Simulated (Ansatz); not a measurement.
BaSnF$_{4}$:
```yaml
crystal:
  lattice:
    - [4.25364, 0.00000, 0.00000]
    - [0.00000, 4.25364, 0.00000]
    - [0.00000, 0.00000, 10.57181]
  atoms:
    - { symbol: Ba, position: [0.00000, 0.50000, 0.63592] }
    - { symbol: Ba, position: [0.50000, 0.00000, 0.36408] }
    - { symbol: Sn, position: [0.00000, 0.50000, 0.11859] }
    - { symbol: Sn, position: [0.50000, 0.00000, 0.88141] }
    - { symbol: F, position: [0.00000, 0.00000, 0.81815] }
    - { symbol: F, position: [0.50000, 0.50000, 0.81815] }
    - { symbol: F, position: [0.50000, 0.50000, 0.18185] }
    - { symbol: F, position: [0.00000, 0.00000, 0.18185] }
    - { symbol: F, position: [0.00000, 0.00000, 0.50000] }
    - { symbol: F, position: [0.50000, 0.50000, 0.50000] }
    - { symbol: F, position: [0.00000, 0.50000, 0.31429] }
    - { symbol: F, position: [0.50000, 0.00000, 0.68571] }
```

Relaxed with LDA. Special points in fractions of this cell's reciprocal vectors: Γ (0.000, 0.000, 0.000); X (0.000, 0.500, 0.000); M (0.500, 0.500, 0.000); Z (0.000, 0.000, 0.500); R (0.000, 0.500, 0.500); A (0.500, 0.500, 0.500).

List the band energies nearest the valence-band maximum at these points for plane-wave PAW LDA (Ansatz code).

In eV from the valence-band maximum; about four levels below and three above (degenerate sets whole), none deeper than 8.9 eV; points with the same levels are listed once.

```
k                    below                above
-  -----------------------  -------------------
Γ  -1.96 -1.96 -1.56 -0.23       4.89 5.60 5.60
X  -2.19 -2.19 -0.57 -0.57  4.53 4.53 6.77 6.77
M  -2.19 -2.19 -0.16 -0.16  3.31 3.31 6.14 6.14
Z  -1.96 -1.96 -1.33 -0.37  4.93 5.34 5.60 5.60
R  -2.19 -2.19 -0.57 -0.57  4.46 4.46 6.77 6.77
A  -2.22 -2.22 -0.16 -0.16  3.34 3.34 5.94 5.94
```

Space group P4/nmm. The workflow started from a Materials Project entry (that database holds measured and hypothetical structures alike); the Crystallography Open Database copy checked does not list it. Its standing as an ambient phase is unchecked. The LDA relaxation kept the symmetry of its start; whether a distortion lowers the energy is not shown. A crystal of weakly bound layers computed without a dispersion correction: the cell and the soft elastic constants depend strongly on that. Scalar-relativistic: spin–orbit coupling is off unless named, which matters more the heavier the elements.

Potentials: the later of the program's two PAW sets.
